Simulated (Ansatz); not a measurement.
Total density of states per atom from r²SCAN+D4 in the plane-wave PAW code Ansatz, in 0.25 eV bins, energy from the valence-band maximum:

(E (eV), states/eV/atom): (-7.85, 0.00); (-7.60, 0.00); (-7.35, 0.01); (-7.10, 0.44); (-6.85, 0.32); (-6.60, 0.26); (-6.35, 0.30); (-6.10, 0.21); (-5.85, 0.06); (-5.60, 0.00); (-5.35, 0.00); (-5.10, 0.00); (-4.85, 0.14); (-4.60, 0.49); (-4.35, 0.71); (-4.10, 0.50); (-3.85, 0.45); (-3.60, 0.69); (-3.35, 0.26); (-3.10, 0.55); (-2.85, 0.70); (-2.60, 0.78); (-2.35, 0.90); (-2.10, 0.87); (-1.85, 0.98); (-1.60, 2.08); (-1.35, 1.18); (-1.10, 1.05); (-0.85, 0.72); (-0.60, 0.32); (-0.35, 0.41); (-0.10, 0.63); (0.15, 0.00); (0.40, 0.00); (0.65, 0.00); (0.90, 0.00); (1.15, 0.00); (1.40, 0.00); (1.65, 0.00); (1.90, 0.00); (2.15, 0.00); (2.40, 0.00); (2.65, 0.00); (2.90, 0.02); (3.15, 0.05); (3.40, 0.07); (3.65, 0.20); (3.90, 0.30); (4.15, 0.46); (4.40, 0.47); (4.65, 0.38); (4.90, 0.69); (5.15, 0.48); (5.40, 0.44); (5.65, 0.51); (5.90, 0.74); (6.15, 0.47); (6.40, 0.80); (6.65, 0.88); (6.90, 0.95); (7.15, 0.51); (7.40, 0.48)

Which compound is it?
(A) BiPbClO2, Cmcm (Bi on 4c, Pb on 4c, Cl on 4c, O on 8e)
(B) Cl, simple cubic
(C) PbF2, fluorite
(D) HCl, I4/mmm (H on 2a, Cl on 2b)

A, BiPbClO2, Cmcm (Bi on 4c, Pb on 4c, Cl on 4c, O on 8e). Top 1 eV of the valence band: O 2p 53 %, Cl 3p 20 %, Pb 6s 14 %. Bottom 1 eV of the conduction band: Pb 6p 35 %, Bi 6p 34 %, O 2p 8 %, O 2s 8 %. Projections are on Löwdin-orthogonalised atomic valence shells; empty p or d shells of many metals are not among them.

The first step of the workflow began from a Materials Project structure, measured or hypothetical; the Crystallography Open Database files this formula in space group No. 63, but the cells were not matched. Its standing as an ambient phase is unchecked. Symmetry was held in the r²SCAN+D4 relaxation; its stability against distortions is not shown here. Scalar-relativistic: spin–orbit coupling is off unless named, which matters more the heavier the elements.

Potentials: the later of the program's two PAW sets.
